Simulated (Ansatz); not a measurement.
YAs:
```xyz
2
Lattice="0.0000 2.8739 2.8739 2.8739 0.0000 2.8739 2.8739 2.8739 0.0000" Properties=species:S:1:pos:R:3 pbc="T T T"
Y      2.8739     2.8739     2.8739
As     0.0000     0.0000     0.0000
```

Relaxed with PBEsol.

Task: Map the electron localisation function on the plane through (0.500, 0.500, 0.500) spanned by u = [1, 0, 0] and v = [0, 1, -1] in lattice vectors, from the program Ansatz at the PBEsol level (PAW).

Result: x is the fraction of u, y of v (the angle between them is 90°; rows are the nearest grid lines); atoms in the plane: Y at (0.00, 0.00), As at (0.50, 0.50).
```
|358994000111000499853|
|579984000222000489975|
|899972012444210279998|
|999841135676531148999|
|987421367888763124789|
|442113678777876311244|
|000136777777777631000|
|001367777656777763100|
|002578775222577875200|
|124687762111267786421|
|124787752131257787421|
|124687762111267786421|
|002578775222577875200|
|001367777656777763100|
|000136777777777631000|
|442113678777876311244|
|987421367888763124789|
|999841135676531148999|
|899972012444210279998|
|579984000222000489975|
|358994000111000499853|
```
Scale: ten equal steps from 0.066 (start of '0') to 0.861 (end of '9'), in the order '0123456789'; x runs from 0.000 to 1.00, y from 0.000 (bottom) to 1.00 (top).

The density is the valence pseudo-density with augmentation charge, so density and ELF within about 1 Å of a nucleus are not all-electron values.

Space group Fm-3m (rock salt). The workflow started from an entry of the Crystallography Open Database (COD). Whether it is the stable phase at ambient conditions was not checked. The PBEsol relaxation kept the symmetry of its start; whether a distortion lowers the energy is not shown. The run is not spin-polarised.

Potentials: the later of the program's two PAW sets.
